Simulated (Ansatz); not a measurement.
W in space group Fd-3m (No. 227; W on 8a, W on 16d) at seven volumes, the program Ansatz at the r²SCAN level (PAW), scaled uniformly. One row is withheld.

```tsv
V (Å³/atom)	P (GPa)
15.051	33.20
15.548	20.35
16.044	9.37
16.540	0.00
17.036	-8.02
17.532	-14.90
18.028	?
```

Question: Fit the shown pressures and predict the withheld one.

Answer: P = (3/2)B₀(x^(7/2) − x^(5/2))[1 + (3/4)(B′ − 4)(x − 1)] with x = (V₀/V)^(2/3). Least squares on the six rows gives V₀ = 16.540 Å³/atom, B₀ = 289 GPa, B′ = 4.18. At V = 18.028, x = 0.9442 and P = -20.80 GPa. The run itself gave -20.85 GPa.

The start of the workflow was typed in or built on a structure type; neither database checked (COD, Materials Project) lists it. It is not the phase usual at ambient conditions (space group No. 229). Symmetry was held in the r²SCAN relaxation; whether a distortion lowers the energy is not shown. The run is not spin-polarised. Spin–orbit coupling is left out wherever it is not named.

Potentials: the earlier of the program's two PAW sets.
